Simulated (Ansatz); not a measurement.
Ansatz input

```yaml
crystal:
  lattice:
    - [-1.8165929357, 1.4922209303, 1.3307906993]
    - [1.4922209303, -1.8165929357, 1.3307906993]
    - [3.3611247581, 3.3611247581, -1.9248786212]
  atoms:
    - { symbol: Rh, position: [0.9584128053, 0.0415871947, 1.0], spin: 1.0 }
    - { symbol: Rh, position: [0.7915871947, 0.2084128053, 0.5], spin: 1.0 }
hamiltonian:
  xc: mr2scan
  pseudopotentials:
    kind: paw
    azcp:
      Rh: "pseudopotentials/Rh.paw.azcp"
basis:
  ecutwfc: 500
  fft_grid_basis: typed
kpoints:
  mp_grid: { grid: [25, 25, 12], shift: [0, 0, 0] }
magnetization:
  spin_polarized: true
scf:
  occupations: { method: fermi_dirac, width: 0.05 }
```

Terminal output

```
Engine: ansatz 0.2.0, aarch64-unknown-linux-gnu
Pseudopotentials: kind: paw
Pseudopotential: Rh, paw, valence charge 17, recommended cutoff 500 eV (meta_gga) 
Functional definition: m-r2SCAN
  exchange = m_r2scan_x
  correlation = m_r2scan_c
Crystal: 2 atoms, lattice volume = 27.534 Å³
Basis set: ecut = 500 eV, 699 PW (Γ), exchange–correlation on 80×80×160 points (64 copies of the dense FFT grid, shifted against one another)
Bands: 22, of which v1, the nominal top of the filled ones, is band 17 counted from 1 (16 counted from 0)
Symmetry: 4 space group operations
Space group: C2/c (ITA 15), of the structure as read, at distance tolerance 3.0e-5 Å
Magnetic group: BNS 15.85 (UNI 92), of the structure as read, at distance tolerance 3.0e-5 Å
k-points: 1963 of 7500
Non-local potential: Rh, projectors of the file, l = 0: 3, l = 1: 2, l = 2: 2, l = 3: 1
PAW form: soft (Blöchl's): semilocal exchange-correlation on the pseudo side does not see the compensation charge
PAW frozen core: Rh, regenerated for the run's functional (the file was generated under x = pbe(κ = 0.804, μ = 0.2195149727645171), c = pbe(β = 0.06672455060314922))
PAW one-centre angular grid: Rh, 590 points (default); XC on 160 Gauss nodes
Initial density: superposition of atomic densities (chi_scale 0.1, normalization cell)
Starting moments: Σ|m| = 2 μB on 2 of 2 sites
Initial wavefunctions: pseudopotential atomic-orbital guess
Functional: x = mr2scan, c = mr2scan; τ floored in thin density (d = 2e-4 eV/Å³)
SCF iter   1: F=—  HF=-12831.326654 eV  |F-HF|=—  |Δ(HF+E_count)|=         —  Δρ=5.65e-2 (↑5.65e-2 ↓4.36e-2)  dr2=2.50e0  dr2_τ=1.95e-2  dr2_m=4.41e-2  M=1.386 μB ∫|m|=1.386 μB  β_m=0.98  ethr=3.10e-3  ⟨swp⟩=4.9  Hψ=342525  notcnv=0
Mixer restart at iter 1: flushing history
SCF iter   2: F=—  HF=-12830.520576 eV  |F-HF|=—  |Δ(HF+E_count)|=   8.06e-1  Δρ=3.10e-2 (↑3.10e-2 ↓2.89e-2)  dr2=9.43e-1  dr2_τ=9.93e-3  dr2_m=2.84e-3  M=1.228 μB ∫|m|=1.248 μB  β_m=0.44  ethr=3.10e-3  ⟨swp⟩=2.3  Hψ=147841  notcnv=0  defer=66  κ⁻¹=1.0e0(r=1)
SCF iter   3: F=—  HF=-12830.316102 eV  |F-HF|=—  |Δ(HF+E_count)|=   2.04e-1  Δρ=9.11e-3 (↑9.11e-3 ↓8.59e-3)  dr2=4.62e-2  dr2_τ=9.24e-4  dr2_m=3.21e-3  M=0.957 μB ∫|m|=1.051 μB  β_m=0.98  ethr=2.77e-3  ⟨swp⟩=2.4  Hψ=147584  notcnv=0  defer=66  κ⁻¹=3.8e-2(r=2)
SCF iter   4: F=—  HF=-12830.680227 eV  |F-HF|=—  |Δ(HF+E_count)|=         —  Δρ=4.18e-2 (↑4.13e-2 ↓4.18e-2)  dr2=9.92e-3  dr2_τ=3.74e-2  dr2_m=4.30e-1  M=-0.170 μB ∫|m|=0.170 μB  β_m=1.00  ethr=1.36e-4  ⟨swp⟩=2.5  Hψ=169462  notcnv=0  defer=66
Mixer restart at iter 4: flushing history
SCF iter   5: F=—  HF=-12830.466973 eV  |F-HF|=—  |Δ(HF+E_count)|=   2.13e-1  Δρ=4.16e-3 (↑4.16e-3 ↓3.77e-3)  dr2=6.74e-5  dr2_τ=4.09e-4  dr2_m=3.94e-3  M=-0.031 μB ∫|m|=0.031 μB  β_m=0.37  ethr=1.47e-4  ⟨swp⟩=2.1  Hψ=161774  notcnv=0  defer=66
SCF iter   6: F=—  HF=-12830.466554 eV  |F-HF|=—  |Δ(HF+E_count)|=   4.20e-4  Δρ=2.66e-3 (↑2.66e-3 ↓2.55e-3)  dr2=1.48e-5  dr2_τ=1.14e-5  dr2_m=1.70e-3  M=-0.028 μB ∫|m|=0.028 μB  β_m=0.52  ethr=1.98e-7  ⟨swp⟩=2.3  Hψ=158064  notcnv=0  defer=66  κ⁻¹=1.0e0(r=1)
...
SCF iter  15: F=—  HF=-12830.466547 eV  |F-HF|=—  |Δ(HF+E_count)|=   2.58e-8  Δρ=2.85e-6 (↑2.68e-6 ↓2.85e-6)  dr2=3.38e-11  dr2_τ=1.76e-10  dr2_m=1.90e-9  M=-0.000 μB ∫|m|=0.000 μB  β_m=1.00  ethr=1.00e-12  ⟨swp⟩=2.0  Hψ=156767  notcnv=0  defer=66  κ⁻¹=1.7e-8(r=8)
SCF iter  16: F=—  HF=-12830.466547 eV  |F-HF|=—  |Δ(HF+E_count)|=   3.78e-9  Δρ=9.16e-7 (↑7.77e-7 ↓9.16e-7)  dr2=2.33e-11  dr2_τ=1.63e-11  dr2_m=1.67e-10  M=-0.000 μB ∫|m|=0.000 μB  β_m=1.00  ethr=1.00e-12  ⟨swp⟩=2.0  Hψ=153661  notcnv=0  defer=66  κ⁻¹=3.3e-7(r=8)
SCF iter  17: F=—  HF=-12830.466547 eV  |F-HF|=—  |Δ(HF+E_count)|=  4.35e-10  Δρ=1.48e-6 (↑1.32e-6 ↓1.48e-6)  dr2=2.23e-11  dr2_τ=4.34e-11  dr2_m=4.86e-10  M=0.000 μB ∫|m|=0.000 μB  β_m=1.00  ethr=1.00e-12  ⟨swp⟩=1.0  Hψ=255474  notcnv=0  κ⁻¹=5.1e-7(r=8)
SCF iter  18: F=-12830.466547 eV  HF=-12830.466547 eV  |F-HF|=1.64e-11  |Δ(HF+E_count)|=  5.20e-10  Δρ=3.16e-7 (↑2.82e-7 ↓3.16e-7)  dr2=1.78e-12  dr2_τ=1.94e-12  dr2_m=2.16e-11  M=0.000 μB ∫|m|=0.000 μB  ethr=1.00e-12  ⟨swp⟩=2.0  Hψ=168810  notcnv=0
SCF 1 converged in 18 iterations: F = -12830.466547 eV  dr2 = 1.78e-12
WARN: the starting moments were not kept: the SCF closed with an absolute magnetisation of 7.9e-6 μB, where they sum to 2 μB in size (2 sites). That is at most 0.1 of that sum. Measured as dr2_m measures the in/out step, that magnetisation stands 2.0e-11 eV from none, at or under the dr2_threshold of 1.0e-7 eV: it is no larger than a step whose dr2_m would equal this threshold. The system may hold no moment; this SCF shows only that its start led to no more than that. To try another start: raise the starting moments (crystal.atoms[].spin, magnetization.per_species, magnetization.initial_magnetization, or on a non-collinear deck that types none of these the spinor_matrix: blocks that start its atoms; where the total moment is fixed, keep their sum and leave initial_magnetization as it is; typed ones take the place of any that the run laid by itself, positive ones on a crystal's lanthanoids without a Hubbard term where scf.initial_density.shell_occupations: [] is typed) or, if the notice of its spin-set hold's release reads "site moments contracting" or "site moments show no strong build", lengthen the hold (scf.mixing.spin_hold: { on: { confirm: 4 } }; for m-r²SCAN on two components see the key's manual first). Each may lead to a state that holds a moment. A second SCF, from the converged charge density, with the starting moments and any scf.initial_density.shell_occupations laid on it anew, would have followed, and was not run: the deck does not ask for one (magnetization.retry_lost_moments is false, the default). To let it run, set magnetization.retry_lost_moments: true and run the deck again, where that key's refused combinations let it; where memory then withholds it, that run's warning says so.
this state was not tested for a lower state beside it, because the mixer in use, unlike msr1, does not test its closes by its own steps (another_mixer; see scf.mixing.algorithm and scf.lower_state_search)
SCF converged after 18 iterations
Magnetization: 0.0000 μB (17.0000 up, 17.0000 down)
Absolute magnetization: 0.0000 μB (∫|ρ↑−ρ↓|, with the PAW one-centre terms)
Spin contamination: 0.0000 ħ² per cell (⟨S²⟩ above its minimum at these occupations)
Per-site moments (μB) at R_I (Å): [(3.850710121584442e-6, 1.1049292188818032), (3.850710121435518e-6, 1.1049292188818032)]
Free energy (F): -12830.466547 eV
Harris-Foulkes:  -12830.466547 eV  (|F-HF|=1.64e-11)
Internal energy: -12830.440745 eV  (E = F + TS)
E sigma→0 (E₀):  -12830.453646 eV
Entropy (-TS):   -0.025802 eV (-12.901 meV/atom)
Fermi energy:    22.275077 eV
--- Per-component energies (eV) ---
  E_band       = -205.395397
  E_kinetic    = 1146.477114
  E_local      = -3133.149802  (includes V_loc(G=0)·N_el)
  E_nonlocal   = 710.942039
  E_hartree    = 1102.797922
  E_xc         = -433.563273
  E_vxc        = -628.207202  (∫ρ·V_xc dr)
  E_paw        = -7208.500958  (= ΣΔE_a)
  E_vpaw       = -549.569617  (= ΣTr[D̂ρ^β])
  E_aug_tail   = 0.001308  (compensation charges beyond the density's cutoff)
  E_vtau       = 42.514973  (kinetic-family band-sum trace: ∫τ·v_τ [+ j·A + Jᵃ·Aᵃ] dr)
  E_ewald      = -5014.705176
  E_core_change = -0.739919  (= ΣΔE_core)
  E_smearing   = -0.025802  (= −TS)
  E_closure    = 0.000000  (closes the sum)
  Σ components = -12830.466547   (vs F -12830.466547, Δ=0.00e0)
```

Launched by

```sh
ansatz run input.yaml --threads 2 --pin off --max-ram 6144MiB --backend cpu --events-out ev --progress --plain --runs-dir out
```

On 2 threads of Arm Neoverse V1 (shared host) this took about 240 s of wall time and 460 s of CPU time, with 2.1 GiB at the peak.
